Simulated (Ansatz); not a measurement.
ZrS₂:
```
ZrS2
1.0
    3.68035     0.00000     0.00000
   -1.84018     3.18728     0.00000
    0.00000     0.00000     5.93342
Zr S
1 2
Cartesian
  0.00000   0.00000   0.00000
  0.00000   2.12485   1.43832
  1.84018   1.06243   4.49510
```

r²SCAN+D4 in the plane-wave PAW code Ansatz gives a gap of 1.26 eV without spin–orbit coupling, maximum on the K–Γ line, 83 % of the way from K, minimum at L.

Problem. What happens when spin–orbit coupling is switched on?

Solution. The gap decreases by 0.01 eV, to 1.25 eV; maximum on the K–Γ line, 83 % of the way from K, minimum at L.

Problem. Give the electron effective mass with spin–orbit coupling.

Solution. 0.33, 1.0, 2.7 mₑ (principal values).

Problem. Give the hole effective mass with spin–orbit coupling.

Solution. 0.35, 1.5, 26 mₑ (principal values).

Space group P-3m1 (CdI2 type). Symmetry was held in the r²SCAN+D4 relaxation. The run is not spin-polarised.

Potentials: the later of the program's two PAW sets.
